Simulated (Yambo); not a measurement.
NaBa₂ReO₆ (space group Fm-3m, No. 225): one transition space (4×4×4 mesh, 15 valence and 6 conduction bands, Tamm-Dancoff) with different kernels in Yambo, on PBEsol orbitals; field along x. BSE alone uses the static screening with 94 bands and a 3 Ry block; its scissor and those of RPA and TDDFT come from G0W0, that of the TDHF-type run from bare exchange.

```csv
kernel,scissor (eV),direct gap with it (eV),lowest state (eV)
BSE (screened electron-hole attraction),1.73,3.68,(withheld)
RPA (no attraction),1.73,3.68,3.68 (dark)
"TDHF-type (unscreened attraction, exchange-only scissor)",9.77,11.72,(withheld)
```

Complete the blanks.


- BSE (screened electron-hole attraction), lowest state (eV): 2.61 (dark)
- TDHF-type (unscreened attraction, exchange-only scissor), lowest state (eV): 5.77 (dark)

RPA leaves the lowest state at the direct gap: no bound exciton. These are vertical excitations (zero momentum). Spin singlets only. Strong means a line over 3 % of the spectrum's maximum, dark under 0.03 %. Absolute energies carry the error of the G0W0 scissor, whose convergence isn't established. Convergence of the binding with the mesh was not shown.

Spin-orbit coupling is not included.

Geometry of the Materials Project entry, not relaxed at this level; primitive cell a = 5.9548 Å, b = 5.9548 Å, c = 5.9548 Å, α = 60.00°, β = 60.00°, γ = 60.00°.
